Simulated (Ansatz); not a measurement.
GaN (P6_3mc) from a database structure (r2SCAN geometry), in Ansatz:

```
Ga N
1.0
     3.18315    0.00000    0.00000
    -1.59157    2.75669    0.00000
     0.00000    0.00000    5.18363
Ga N
2 2
Direct
  0.66667 0.33333 0.49911
  0.33333 0.66667 0.99911
  0.66667 0.33333 0.87589
  0.33333 0.66667 0.37589
```

G0W0@PBE with 337 empty bands, a screening cutoff of 220 eV and a 6×6×4 mesh (PAW, contour deformation) gives 3.058 eV over the mesh points, from a PBE gap of 1.933 eV; it sums over 355 bands with 325 plane waves in the screening and a wave cutoff of 420 eV. The G0W0 figures hold for the stated bands, cutoff and mesh and aren't extrapolated. No spin polarisation and no zero-point or thermal motion.

Q: Another run gave a Kohn-Sham gap of 1.933 eV and a G0W0 gap of 3.064 eV, summing over 153 bands with 135 plane waves in the screening and a wave cutoff of 420 eV. What was changed?

A: Empty bands 135, screening cutoff 120 eV. The counts of bands and plane waves show it.

Q: Estimate the gap with starting point HSE06.

A: 3.668 eV (+0.610 eV), from a Kohn-Sham gap of 3.199 eV.

With a shallow d shell on the cation, G0W0 converges slowly in bands and cutoff, so these values are in doubt.
